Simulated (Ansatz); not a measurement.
TaTe:
```
CELL_PARAMETERS angstrom
      3.40423     0.00000     0.00000
      0.00000     3.40423     0.00000
      0.00000     0.00000     3.40423
ATOMIC_POSITIONS crystal
  Ta 0.00000 0.00000 0.00000
  Te 0.50000 0.50000 0.50000
```

Relaxed with r²SCAN. Special points in fractions of this cell's reciprocal vectors: Γ (0.000, 0.000, 0.000); X (0.000, 0.500, 0.000); M (0.500, 0.500, 0.000); R (0.500, 0.500, 0.500).

### Question
List the band energies nearest the Fermi level at these points for plane-wave PAW r²SCAN (Ansatz code).

### Answer
In eV from the Fermi level; about four levels below and three above (degenerate sets whole), none deeper than 8.9 eV; points with the same levels are listed once.

```json
[
 {"k": "Γ", "below": "-3.16 -3.16 -1.72 -1.72 -1.72", "above": "1.48 1.48 1.48"},
 {"k": "X", "below": "-3.24 -3.24 -2.30", "above": "1.69 2.76 4.61"},
 {"k": "M", "below": "-6.45 -6.45 -3.71 -0.30 -0.30", "above": "0.37 1.67 3.17"},
 {"k": "R", "below": "-7.22 -7.22 -7.22", "above": "1.37 1.37 1.37"}
]
```

Space group Pm-3m (CsCl type). The start of the workflow was typed in or built on a structure type; neither database checked (COD, Materials Project) lists it. Whether it is the stable phase at ambient conditions was not checked. The r²SCAN relaxation kept the symmetry of its start; its stability against distortions is not shown here. The run is not spin-polarised. Its formation energy is positive at this level, so the cell may be metastable or incomplete. With an odd number of electrons in the cell and no spin polarisation, the count alone makes it a metal. Spin–orbit coupling is left out wherever it is not named.

Potentials: the later of the program's two PAW sets.
